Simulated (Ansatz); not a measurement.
SiB2Os2:
```cif
data_B4Os4Si2
_chemical_formula_sum 'Si2 Os4 B4'
_space_group_name_H-M_alt 'Cmmm'
_space_group_IT_number 65
_space_group_name_Hall '-C 2 2'
_cell_length_a 2.88775
_cell_length_b 13.03286
_cell_length_c 2.79333
_cell_angle_alpha 90.000
_cell_angle_beta 90.000
_cell_angle_gamma 90.000
loop_
_atom_site_label
_atom_site_type_symbol
_atom_site_symmetry_multiplicity
_atom_site_Wyckoff_symbol
_atom_site_fract_x
_atom_site_fract_y
_atom_site_fract_z
_atom_site_occupancy
Si1 Si 2 a 0.00000 0.00000 0.00000 1
Os1 Os 4 j 0.50000 0.13245 0.50000 1
B1 B 4 i 0.00000 0.21226 0.00000 1
```
(The calculation used a cell of 5 atoms; values per cell refer to that cell.)

Relaxed with r²SCAN.

Task: Tabulate the valence density and the electron localisation function along the shortest Si–Os contact (2.65 Å), r²SCAN (plane waves, PAW; program Ansatz).

Result: 

```
distance from Si (Å)  density (e/Å³)   ELF
--------------------  --------------  ----
0.26                            0.15  0.40
0.40                            0.21  0.33
0.53                            0.28  0.40
0.66                            0.36  0.53
0.79                            0.40  0.64
0.93                            0.41  0.68
1.06                            0.40  0.65
1.19                            0.39  0.56
1.32                            0.41  0.45
1.46                            0.49  0.35
1.59                            0.66  0.32
1.72                            1.05  0.38
1.85                            2.02  0.48
1.99                            3.60  0.57
2.12                            5.43  0.61
2.25                            7.06  0.59
2.38                            8.09  0.51
```

The density is the valence pseudo-density with augmentation charge, so density and ELF within about 1 Å of a nucleus are not all-electron values.

The start of the workflow was typed in or built on a structure type; neither database checked (COD, Materials Project) lists it. Whether it is the stable phase at ambient conditions was not checked. The r²SCAN relaxation kept the symmetry of its start; whether a distortion lowers the energy is not shown. The run is not spin-polarised. Its formation energy is positive at this level, so the cell may be metastable or incomplete. Scalar-relativistic: spin–orbit coupling is off unless named, which matters more the heavier the elements.

Potentials: the earlier of the program's two PAW sets.
